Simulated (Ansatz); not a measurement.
**LuCo3B2 with kpoints.mp_grid.shift, kpoints.mp_grid.grid changed**

All numbers are calculated (PBEsol, no spin polarisation, no spin-orbit coupling; Ansatz, PAW set soft_2, 420 eV, k-mesh 9×9×10), not measured. These are the settings of the reference run.

Cell:

```
Lu Co B
1.0
     4.88815    0.00000    0.00000
    -2.44407    4.23326    0.00000
     0.00000    0.00000    2.98051
Lu Co B
1 3 2
Direct
  0.00000 0.00000 0.00000
  0.50000 0.00000 0.50000
  0.50000 0.50000 0.50000
  0.00000 0.50000 0.50000
  0.33333 0.66667 0.00000
  0.66667 0.33333 0.00000
```

The reference run of this cell is solved again as a single point with these keys changed:

| key | reference run | changed run |
| --- | --- | --- |
| kpoints.mp_grid.shift | not typed | [0.5, 0.5, 0.5] |
| kpoints.mp_grid.grid | [9, 9, 10] | [4, 4, 5] |

Problem. How does the changed run end?

Solution. 

| quantity | reference run | changed run |
| --- | --- | --- |
| energy, changed less reference (meV an atom) | 0 | -1.4 |
| pressure (GPa) | 0.0 | -0.1 |
| largest force (eV/Å) | 0.00 | 0.02 |
| gap on the mesh (eV) | 0.00 | 0.00 |

The energy moves by 1.4 meV an atom (0.01 eV for the cell). It took 9 iterations from the trained starting density.

Caveats: the reference run: a metal with Cr, Mn, Fe, Co or Ni was run without spin, and may be magnetic; a single point, atoms not relaxed again.
